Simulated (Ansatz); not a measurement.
Zone-centre phonons of HgPt at 8 GPa: input and output

Computed with DFT PBEsol, scalar-relativistic, plane waves, PAW (Ansatz 0.2.0).

Launched with:
```bash
ansatz run input.yaml --threads 1 --pin off --max-ram 3072MiB --backend cpu --events-out ev --progress --plain --runs-dir out
```

Input (bare energies are in eV):
```yaml
crystal:
  lattice:
    - [2.9293905283, 0.0, 0.0]
    - [0.0, 2.9293905283, 0.0]
    - [0.0, 0.0, 3.8426007965]
  atoms:
    - { symbol: Hg, position: [0.0, 0.0, 0.0] }
    - { symbol: Pt, position: [0.5, 0.5, 0.5] }
basis:
  ecutwfc: 420
kpoints:
  mp_grid: { grid: [14, 14, 12] }
hamiltonian:
  xc: pbesol
scf:
  occupations: { method: fermi_dirac, width: 0.15 }
output:
  eigenvalues: true
phonons:
  method: dfpt
  eigenvectors: true
```

The end of the output:
```
--- Phonons (Γ-DFPT): 4 representative perturbations + reference, on 448 of 2352 k-points (Σ response iterations 12) ---
  k mesh reduced under 8 symmetry operations, with k and −k counted as one. Each operation leaves every solved displacement unchanged or reverses it
  ASR residual: 5.672e-4 → 0.000e0 eV/Å²; symmetrization residual: 2.624e-5 eV/Å²
  ASR residual per site (eV/Å²): 3.11e-5 5.67e-4
  Γ frequencies (cm⁻¹): 0.00 0.00 0.00 113.27 113.27 169.06
  non-analytic LO–TO correction: not included (Born effective charges unavailable; polar crystals: no LO–TO splitting at Γ)
```

Time: 100 s on 1 thread of Arm Neoverse V2, on a shared host, peak memory 1.1 GiB.

In a metal, frequencies and elastic constants depend on the k mesh and the smearing, soft modes and shear constants most. Spin–orbit coupling is left out, which can shift energies with elements as heavy as these. Other phases may be more stable at this pressure.